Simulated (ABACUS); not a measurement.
**Checks by hand on SiC (P6_3mc, 16 atoms in the cell; from Materials Project mp-567505)**

```xyz
16
Lattice="3.0772 0.0000 0.0000 -1.5386 2.6649 0.0000 0.0000 0.0000 20.1256" Properties=species:S:1:pos:R:3 pbc="T T T"
Si     0.0000     1.7766    17.6140
Si     1.5386     0.8883     7.5511
Si     0.0000     1.7766    12.5783
Si     1.5386     0.8883     2.5155
Si     0.0000     0.0000     0.0018
Si     0.0000     0.0000    10.0646
Si     1.5386     0.8883    15.0962
Si     0.0000     1.7766     5.0334
C      0.0000     1.7766     6.9258
C      1.5386     0.8883    16.9886
C      1.5386     0.8883     4.4019
C      0.0000     1.7766    14.4647
C      0.0000     0.0000    11.9516
C      0.0000     0.0000     1.8888
C      0.0000     1.7766    19.5003
C      1.5386     0.8883     9.4375
```

Method: LDA (PW92), PseudoDojo 0.4 standard norm-conserving LDA (tails mended) pseudopotentials (plane waves; ABACUS).

Main settings: KPT = MP 7 7 1 0 0 0; basis_type = pw; dft_functional = PWLDA; ecutwfc = 82 Ry; smearing_method = gaussian; smearing_sigma = 0.00367493 Ry; potentials = PseudoDojo 0.4 standard norm-conserving LDA (tails mended); symmetry = 1.

The structure comes from a collection of computed structures, made at another level of theory; the collection holds predicted forms beside known ones.

The cell holds 1113.7 bohr³ and the plane-wave cutoff is 82.0 Ry.

How many plane waves does a k-point need, and how does the count grow with the cutoff?

In Rydberg units |k + G|² ≤ E, a sphere of radius √82.0 = 9.055 bohr⁻¹. Each G takes (2π)³/V of reciprocal space, so N = V E^(3/2)/(6π²) = 1113.7 × 742.5/59.218 = 13965. The program's largest count at a k-point is 14059; single k-points scatter about the estimate. The count grows as E^(3/2): 20 % more cutoff means 31 % more plane waves.

A band-structure run on this density gave a gap of 1.74 eV along the path. From the bottom of the conduction band at M toward K, the level moves away from the edge by 0.0733 eV at Δk = 0.0681 Å⁻¹ and by 0.2654 eV at Δk = 0.1361 Å⁻¹. From the top of the valence band at Γ toward M, the level moves away from the edge by 0.0145 eV at Δk = 0.1179 Å⁻¹ and by 0.0706 eV at Δk = 0.2358 Å⁻¹.

Estimate the effective masses, and the wavelength of a photon at the gap.

For a parabola ΔE = ħ²Δk²/(2m*), with ħ²/(2mₑ) = 3.810 eV Å², so m*/mₑ = 3.810 Δk²/ΔE. At the bottom of the conduction band: 3.810 × 0.0681²/0.0733 = 0.24 from the nearer point and 0.27 from the farther. At the top of the valence band: 3.810 × 0.1179²/0.0145 = 3.65 from the nearer point and 3.00 from the farther. Where the two differ the band is not parabolic over this range, and the mass at the edge lies beyond the nearer value. These are masses along one direction, for the outermost band, at this level of theory and without spin-orbit coupling. The gap corresponds to λ = 1239.8 nm eV/1.74 eV = 713 nm (the gap is indirect, so absorption there needs a phonon); semi-local functionals usually give gaps below the measured ones.

“Tails mended”: in these copies of the files the far tail of each local potential was reset to the Coulomb form.
